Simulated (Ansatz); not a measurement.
## Calculated with Ansatz: LuHg, relaxation

Run with:

```bash
ansatz run input.yaml --threads 2 --pin off --max-ram 3584MiB --backend cpu --events-out ev --progress --plain --runs-dir out
```

Input:

```yaml
crystal:
  lattice:
    - [3.662968, 0.0, 0.0]
    - [0.0, 3.662968, 0.0]
    - [0.0, 0.0, 3.662968]
  atoms:
    - { symbol: Hg, position: [0.0, 0.0, 0.0] }
    - { symbol: Lu, position: [0.5, 0.5, 0.5] }
  symmetry: { tolerance: 0.0003 }
kpoints:
  mp_grid: { grid: [7, 7, 7], shift: [0, 0, 0] }
magnetization:
  spin_polarized: false
scf:
  occupations: { method: cold, width: 0.0165 }
  lower_state_search: "off"
hamiltonian:
  pseudopotentials: { kind: paw }
  xc: r2scan
basis:
  ecutwfc: 500
  fft_grid_basis: typed
relax:
  max_steps: 80
  cell: { p_target: 0.0 }
  f_tol: 0.03
output:
  forces: true
  stress: true
  eigenvalues: true
  bader: true
  populations: true
  elf: true
  write_potential: true
  volumetric_format: npy
  dos:
    e_range: [-12, 8]
    de: 0.05
    projected: { site_lists: { Hg: [Hg], Lu: [Lu] } }
checkpoint:
  read: saved_state
```

Origin of the cell: a database entry, scaled a little.

The saved state is a converged single point of the same cell.

Steps («new basis» is an SCF on plane waves selected anew at the same cell):

| step | ΔF (meV/atom) | max force component (eV/Å) | P (GPa) | volume (Å³) | SCF iterations | step was |
| --- | --- | --- | --- | --- | --- | --- |
| 1 | 0.0 | 0.000 | -2.86 | 49.15 | 6 | accepted |
| 2 | -4.5 | 0.000 | 2.26 | 46.01 | 8 | accepted |
| 3 | -8.7 | 0.000 | -0.03 | 47.34 | 7 | accepted |
| 4 | -8.4 | 0.000 | -0.03 | 47.34 | 7 | new basis |

Step 1, with forces in eV/Å:

```xyz
2
Lattice="3.663 0.000 0.000 0.000 3.663 0.000 0.000 0.000 3.663" Properties=species:S:1:pos:R:3:forces:R:3 pbc="T T T" step=1
Hg    0.000    0.000    0.000    0.000    0.000    0.000
Lu    1.831    1.831    1.831    0.000    0.000    0.000
```

Step 2, with forces in eV/Å:

```xyz
2
Lattice="3.583 0.000 0.000 0.000 3.583 0.000 0.000 0.000 3.583" Properties=species:S:1:pos:R:3:forces:R:3 pbc="T T T" step=2
Hg    0.000    0.000    0.000    0.000    0.000    0.000
Lu    1.792    1.792    1.792    0.000    0.000    0.000
```

Step 4, with forces in eV/Å:

```xyz
2
Lattice="3.618 0.000 0.000 0.000 3.618 0.000 0.000 0.000 3.618" Properties=species:S:1:pos:R:3:forces:R:3 pbc="T T T" step=4
Hg    0.000    0.000    0.000    0.000    0.000    0.000
Lu    1.809    1.809    1.809    0.000    0.000    0.000
```

| Property | Result |
| --- | --- |
| Free energy lowered by | 8.4 meV/atom |
| Volume change | -3.67 % |
| Final pressure | -0.03 GPa |
| Relaxation steps listed | 4 |

Caveats: no moments, though an odd count or open d shells may carry them; no spin-orbit coupling, though heavy elements are present; the relaxation held the start's symmetry, so the end may be a saddle point.

It ran for 9.5 s on 2 threads of Intel(R) Xeon(R) 6975P-C (Granite Rapids), with other jobs on the host, peak memory 0.57 GiB, from a saved density.
